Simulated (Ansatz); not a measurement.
# Coordination and ¹⁴N quadrupole coupling in VZnC2N3F5 at a changed volume

Cell: an entry of the Crystallography Open Database (COD), relaxed with PBE at fixed cell and then changed (volume scaled by 1.06).

```cif
data_VZnC2N3F5
_symmetry_space_group_name_H-M 'Imma'
_symmetry_Int_Tables_number 74
_cell_length_a 7.6092
_cell_length_b 9.2372
_cell_length_c 9.6171
_cell_angle_alpha 90.000
_cell_angle_beta 90.000
_cell_angle_gamma 90.000
loop_
_atom_site_label
_atom_site_type_symbol
_atom_site_symmetry_multiplicity
_atom_site_Wyckoff_symbol
_atom_site_fract_x
_atom_site_fract_y
_atom_site_fract_z
V V 4 d 0.2500 0.2500 0.7500
Zn Zn 4 a 0.0000 0.0000 0.0000
C C 8 h 0.0000 0.1392 0.2774
N9 N 8 h 0.0000 0.1703 0.1405
N13 N 4 e 0.0000 0.2500 0.3678
F15 F 4 e 0.5000 0.2500 0.7944
F17 F 16 j 0.7895 0.8939 0.1176
```

One atom of each set is listed; the run and its k-mesh use a cell of 24 atoms with edges of 7.68, 7.68, 7.68 Å.

The numbers come from a DFT calculation in Ansatz (PBE, plane waves and PAW, scalar-relativistic, collinear spin, 420 eV cutoff, Γ-centred 4×4×4 k-points, Fermi–Dirac smearing 0.05 eV). Start moments as typed (μB): 1 on each V, none on the rest.

Q(¹⁴N) = 20.44 mb.

**Question.** Rank these N sites by |C_Q|, smallest first.
A. N13: 2 C at 1.34 Å, angle 99°
B. N9: 1 C at 1.35 Å, 1 N at 1.47 Å, 1 Zn at 2.07 Å; also 1 C at 2.20 Å, 1 Zn at 3.33 Å

**Answer.** A (3.21 MHz, η = 0.65), B (4.46 MHz, η = 0.11).

The structure holds N–N bonds (1.47 Å). At N13 V_zz points along the bisector of its two bonds (within 1°).

With no gap above 0.1 eV, as in a metal, the gradients converge slowly in k; expect changes of a tenth or more on a denser mesh. Semilocal functionals can leave a metal where correlation in the d or f shell opens a gap in the real compound, and that would change the values at and beside V. At this changed cell the PBE pressure is -5 GPa. The atoms aren't relaxed in the changed cell (largest force 1.6 eV/Å). All moments are parallel here, as the start or the cell imposes; many such compounds order antiparallel, where fields and spin densities carried over to other atoms largely cancel. The magnetic order is the one that the run reached from its start moments, not necessarily the measured one.
